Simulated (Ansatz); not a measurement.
LaB$_{2}$Ir$_{3}$:
```
CELL_PARAMETERS angstrom
      5.57338     0.00000     0.00000
     -2.78669     4.82669     0.00000
      0.00000     0.00000     3.09546
ATOMIC_POSITIONS crystal
  La 0.00000 0.00000 0.00000
  Ir 0.50000 0.00000 0.50000
  Ir 0.50000 0.50000 0.50000
  Ir 0.00000 0.50000 0.50000
  B  0.33333 0.66667 0.00000
  B  0.66667 0.33333 0.00000
```

Relaxed with r²SCAN. Special points in fractions of this cell's reciprocal vectors: Γ (0.000, 0.000, 0.000); M (0.500, 0.000, 0.000); K (0.333, 0.333, 0.000); A (0.000, 0.000, 0.500); L (0.500, 0.000, 0.500); H (0.333, 0.333, 0.500).

List the band energies nearest the Fermi level at these points for plane-wave PAW r²SCAN (Ansatz code).

In eV from the Fermi level; about four levels below and three above (degenerate sets whole), none deeper than 8.9 eV; points with the same levels are listed once.

```csv
k,below,above
Γ,-1.28 -1.28 -1.01 -0.91 -0.91,0.61 0.74 0.98
M,-2.27 -2.26 -1.77 -1.17,0.06 1.58 2.04
K,-1.93 -1.93 -1.88 -1.50,0.10 1.59 1.59
A,-1.76 -1.76 -1.56 -1.56 -0.51,0.12 0.12 1.04
L,-1.48 -0.57 -0.39 -0.08,0.11 1.67 1.85
H,-0.54 -0.34 -0.27 -0.27,1.27 2.51 2.51
```

Space group P6/mmm. The workflow started from an entry of the Crystallography Open Database (COD). Its standing as an ambient phase is unchecked. The cell was relaxed with r²SCAN under the symmetry of its start; whether a distortion lowers the energy is not shown. No spin polarisation was allowed. Scalar-relativistic: spin–orbit coupling is off unless named, which matters more the heavier the elements.

Potentials: the later of the program's two PAW sets.
